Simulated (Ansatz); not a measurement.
The elements of this relaxed trial crystal are hidden behind letters.

```
lattice vectors (Å)
   4.1298    0.0000    0.0000
  -2.0649    3.5765    0.0000
   0.0000    0.0000   20.3304
fractional positions
X 0.0000 0.0000 0.3334
Z 0.6667 0.3333 0.8338
Z 0.0000 0.0000 0.6634
Z 0.6667 0.3333 0.1746
Z 0.3333 0.6667 0.4931
Z 0.3333 0.6667 0.0042
Q 0.6667 0.3333 0.9595
Q 0.0000 0.0000 0.4491
Q 0.0000 0.0000 0.7892
Q 0.6667 0.3333 0.3008
Q 0.3333 0.6667 0.6190
Q 0.3333 0.6667 0.1300
```

The calculation used DFT PBE, scalar-relativistic, plane waves, PAW (Ansatz). Settings of the last relaxation (12-atom cell): 420 eV, 12×12×2 k points, Gaussian smearing of 0.02 eV, no spin polarisation.

| Quantity | Value |
| --- | --- |
| Space group | P3m1 (No. 156) |
| Conventional cell | a = 4.130 Å, c = 20.330 Å |
| Volume per atom | 25.02 Å³ |
| Density | 4.53 g/cm³ |
| Energy over the elements | −0.669 eV/atom |
| Gap on the 12×12×2 mesh of the 12-atom cell | 1.11 eV |

Energies are uncorrected and count from the elements' standard states at the same level.

Question: X is a d-block element of period 4, Z is a d-block element of period 5 and Q is a p-block element of period 3. Which elements are they?

Answer: X = Zn, Z = Cd, Q = S, so the formula is ZnCd5S6. Density times volume gives a mean mass of 4.53 × 25.02/1.6605 = 68.3 u per atom, and this set has 68.3 u. Zn is surrounded by 4 S at 2.35–2.47 Å; Cd on its first site is surrounded by 4 S at 2.55–2.56 Å; S on its first site is surrounded by 4 Cd at 2.55–2.56 Å; 9 more sites not described. Other sets within the hints have nearly the same mass, so mass alone doesn't settle it; this one was computed.

Kohn–Sham gaps at this level usually fall short of measured ones. A later test with randomly moved atoms came back to the same energy, though modes that don't fit the test's cell weren't probed.
